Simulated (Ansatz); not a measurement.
## YIn5Rh: experiment and calculation

**Measured values to compare with.**

From “Antiferromagnetism weakening with Y-substitution in the TbRhIn5 intermetallic system”, 2017, arxiv:1709.00063, for a powder of YIn5Rh at 300 K: lattice constant a 4.6034 ± 0.00008 Å; lattice constant c 7.4151 ± 0.0002 Å.

The results are compared with them further down.

Computed with Ansatz, DFT r2SCAN, scalar-relativistic, plane waves, PAW.

Settings: cutoff 500 eV, Γ-centred mesh 8×8×6 on the computed 7-atom cell, Gaussian smearing of 0.10 eV; no spin polarisation.

Relaxed structure, symmetry kept:

```
Y In Rh
1.0
     4.62727    0.00000    0.00000
     0.00000    4.62727    0.00000
     0.00000    0.00000    7.45226
Y In Rh
1 5 1
Cartesian
  0.0000 0.0000 0.0000
  0.0000 2.3136 2.2486
  0.0000 2.3136 5.2036
  2.3136 0.0000 2.2486
  2.3136 0.0000 5.2036
  2.3136 2.3136 0.0000
  0.0000 0.0000 3.7261
```

| Item | Value |
| --- | --- |
| Space group | P4/mmm (No. 123) |
| Volume per atom | 153.8 bohr³ |
| Generalised Kohn–Sham band gap | none (metal) |
| Density of states at the Fermi level | 1.96 states/eV per cell |
| Löwdin character within 0.5 eV of the Fermi level | In 5p 48 %, Y 4d 20 %, Rh 4d 16 %, In 5s 12 % |
| Bulk modulus | 79 GPa |
| Its pressure derivative | 4.9 |
| Bader charges (e) | Y (1 in the cell) 1.48, In (4 in the cell) 0.01, In (1 in the cell) -0.54, Rh (1 in the cell) -0.99 |

Against the measured lattice constant a of YIn5Rh, 4.6034 Å (300 K; powder; the paper above), the calculated 4.627 Å is off by +0.5 %. Measured lattice constant c of YIn5Rh: 7.4151 Å (300 K; powder; the paper above). This calculation gives 7.452 Å (+0.5 %). The calculation is for 0 K without zero-point motion.

Cost: 9 runs of about 31 core-minutes in all, on Oxide Virtual Turin-like Processor (Zen 5) (shared hosts).